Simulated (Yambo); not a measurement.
BSE-type run in Yambo on CdF2 (fluorite, space group Fm-3m, No. 225), at zero momentum.

Quantum ESPRESSO step (PBEsol, PseudoDojo standard norm-conserving files, fully relativistic):
```
&CONTROL
  calculation = 'nscf'
  pseudo_dir = './pseudo'
  outdir = './out'
/
&SYSTEM
  ibrav = 0
  nat = 3
  ntyp = 2
  ecutwfc = 102.0
  ecutrho = 408.0
  occupations = 'fixed'
  force_symmorphic = .true.
  nbnd = 67
  noncolin = .true.
  lspinorb = .true.
/
&ELECTRONS
  conv_thr = 3.0000000000000004e-09
  diago_full_acc = .true.
  diago_thr_init = 1e-08
/
ATOMIC_SPECIES
F 18.9984 F.upf
Cd 112.4140 Cd.upf
CELL_PARAMETERS angstrom
  0.000000000000   2.700520000000   2.700520000000
  2.700520000000   0.000000000000   2.700520000000
  2.700520000000   2.700520000000   0.000000000000
ATOMIC_POSITIONS crystal
F   0.250000000000   0.250000000000   0.250000000000
F   0.750000000000   0.750000000000   0.750000000000
Cd   0.000000000000   0.000000000000   0.000000000000
K_POINTS automatic
6 6 6 0 0 0
```

Yambo input:
```
rim_cut
optics
bse
bss
dipoles
em1s
RandQpts= 1000000
RandGvec= 1 Ry
FFTGvecs= 40 Ry
Chimod= "HARTREE"
BSKmod= "SEX"
BSEmod= "resonant"
BSSmod= "hs"
BSENGexx= 15 Ry
BSENGBlk= 4 Ry
% BSEQptR
 1 | 1 |
%
% BSEBands
 17 | 36 |
%
% BEnRange
 0.0 | 9.7 | eV
%
% BDmRange
 0.15 | 0.15 | eV
%
BEnSteps= 194
% BLongDir
 1.0 | 0.0 | 0.0 |
%
BSHayTrs= -0.02
BSSNEig= 48
WRbsWF
% BndsRnXs
 9 | 62 |
%
NGsBlkXs= 4 Ry
% LongDrXs
 1.0 | 1.0 | 1.0 |
%
```

From the report:

The dimension is k points × valence × conduction bands = 216 × 18 × 2 = 7776.
```
  [SLEPC] Approach                          : Krylov-Schur
  [SLEPC] Number of requested eigenvalues   :   48
  [SLEPC] Number of eigenvalues        [NEV]:   48
   [K] Dimension                                    :   7776
   [K] Bands                                        :   17   36
   [K] Exchange res                                 : yes
   [K] Correlation res                              : yes
   [K] W interaction is bare                        : no
   [K] RL vectors exchange                          :  283
   [K] RL vectors correlation                       :   51
   [W] Matrix size                                  :   51
   [W] Bands                                        :    9   62
   [W] Coulomb Cutoff                               : none
   [W] Hxc Kernel                                   : HARTREE
```

Geometry of the Materials Project entry, not relaxed at this level.
